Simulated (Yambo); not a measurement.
How GW settings move the gap: Cs$_{2}$ICl$_{6}$F

G0W0@PBEsol for Cs2ICl6F (space group Fm-3m, No. 225) in Yambo. Reference settings: 2×2×2 Γ-centred k mesh, 311 bands and a 6 Ry block in the screening, 311 bands in G with the Bruneval-Gonze terminator, plasmon pole fitted at 27.2 eV. The PBEsol gap L → L on this mesh is 1.11 eV; G0W0 gaps are taken between the same points.

```
change from the reference       G0W0 gap L → L (eV)  shift of the valence edge (eV)        rough Yambo cost
------------------------------  -------------------  ------------------------------  ----------------------
reference settings                             1.75                           -0.21                       1
117 bands in W, 117 bands in G                 1.99                           -0.04               about 1/2
199 bands in W, 199 bands in G                 1.80                           -0.15  within a factor of two
117 bands in G                                 1.86                           -0.14                       –
3 Ry block                                     2.06                           -0.37  within a factor of two
5 Ry block                                     1.80                           -0.23  within a factor of two
pole fitted at 40 eV                           1.75                           -0.23                       –
no random integration                          1.72                           -0.02                       –
117 bands in G, no terminator                  1.99                            0.33                       –
199 bands in G, no terminator                  1.78                            0.07                       –
no terminator                                  1.74                           -0.05                       –
```

The reference isn't shown to be the converged limit. Costs are rough (shared machines), scaled to the same edge states, and given only for runs that recompute the screening.

Without spin-orbit coupling, band edges of such heavy elements can be off by tenths of an eV.

Geometry of the Materials Project entry, not relaxed at this level; primitive cell a = b = c = 7.5459 Å, α = β = γ = 60.00°.

The structure is a Materials Project entry; no match was found in the copy of COD used, and its stability was not checked.

A shift is the quasiparticle energy of the state minus its PBEsol energy.
